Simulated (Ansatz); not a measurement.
Relaxed MoTe$_{2}$ (2H-MoS2 type, space group P6_3/mmc):

```
CELL_PARAMETERS angstrom
      3.54214     0.00000     0.00000
     -1.77107     3.06758     0.00000
      0.00000     0.00000    14.18192
ATOMIC_POSITIONS crystal
  Mo 0.33333 0.66667 0.75000
  Mo 0.66667 0.33333 0.25000
  Te 0.33333 0.66667 0.12347
  Te 0.66667 0.33333 0.62347
  Te 0.66667 0.33333 0.87653
  Te 0.33333 0.66667 0.37653
```

In each cell atom 5 (Te, nearest neighbour Mo at 2.721 Å; its periodic images, 3.5 Å or more away, move with it) moves by s·(0.707, 0.707, 0.000) (along Cartesian [110]), the rest being held.

The numbers are results of r2SCAN+rVV10 (plane waves to 500 eV, PAW, scalar-relativistic; Ansatz, a first-principles code), not measurements. k mesh 9×9×2 (Γ-centred), Fermi-Dirac smearing 0.05 eV. As the smearing reaches across the gap at some points, energies and forces of such displacements shift with the k mesh and the smearing. F∥ is the force on the atom along that direction. MoTe2 is run without spin polarisation. MoTe2 was relaxed with its symmetry unable to fall. Spin-orbit coupling is left out, though Te is heavy. 

| s (Å) | F∥ (eV/Å) |
|---|---|
| -0.820 | 2.462 |
| -0.656 | 2.740 |
| -0.492 | 2.498 |
| -0.328 | 1.906 |
| -0.164 | 1.057 |
| 0.000 | 0.000 |
| 0.164 | -1.230 |
| 0.328 | -2.597 |
| 0.492 | -4.039 |
| 0.656 | -5.450 |
| 0.820 | -6.613 |

### Question
What is the force constant k = d²E/ds² of this move at s = 0?

### Answer
7.01 eV/Å². The forces along the line at the two nearest points give (1.057 − (-1.230)) / (2·0.164) = 6.97 eV/Å²; the next pair corrects for the finite step.

(For displaced atoms, the force is minus the slope of the energy, and its curvature is a force constant, which sets phonon frequencies.)
